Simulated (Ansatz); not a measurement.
**Straining Ti2C**

Computed with DFT r2SCAN, scalar-relativistic, plane waves, PAW (Ansatz). (500 eV cutoff, 8×8×8 k-mesh, Gaussian smearing of 0.10 eV, no spin polarisation)

Starting point, cell and atoms relaxed:

```
CELL_PARAMETERS angstrom
0.00000 4.31017 4.31017
4.31017 0.00000 4.31017
4.31017 4.31017 0.00000
ATOMIC_POSITIONS crystal
Ti 0.85605 0.38132 0.38132
Ti 0.38132 0.38132 0.38132
Ti 0.38132 0.38132 0.85605
Ti 0.86868 0.39395 0.86868
Ti 0.86868 0.86868 0.86868
Ti 0.39395 0.86868 0.86868
Ti 0.86868 0.86868 0.39395
Ti 0.38132 0.85605 0.38132
C 0.62500 0.62500 0.62500
C 0.12500 0.62500 0.62500
C 0.62500 0.62500 0.12500
C 0.62500 0.12500 0.62500
```

Deformation: biaxial strain in the a-b plane, with the length and tilt of c and the atoms relaxed, all within the symmetry that the strain leaves. Energies are extrapolated to zero smearing.

```tsv
strain (%)	ΔE (meV/atom)	a (Å)	b (Å)	c (Å)
-3.0	28.7	5.913	5.913	6.088
-1.5	6.9	6.004	6.004	6.091
+0.0	0.0	6.096	6.096	6.096
+1.5	6.4	6.187	6.187	6.102
+3.0	24.5	6.278	6.278	6.109
```

Task: What stiffness (1/V) d²E/dε² at zero strain does a cubic fit over all points give?

Result: A cubic fit gives (1/V) d²E/dε² = 710 GPa at zero strain (twice the biaxial modulus).

Task: How does the free axis c answer a small strain?

Result: Between the innermost points its strain is 0.06 times the applied one.

Cost: 5 runs of about 33 core-minutes in all, on Arm Neoverse V2 (shared hosts).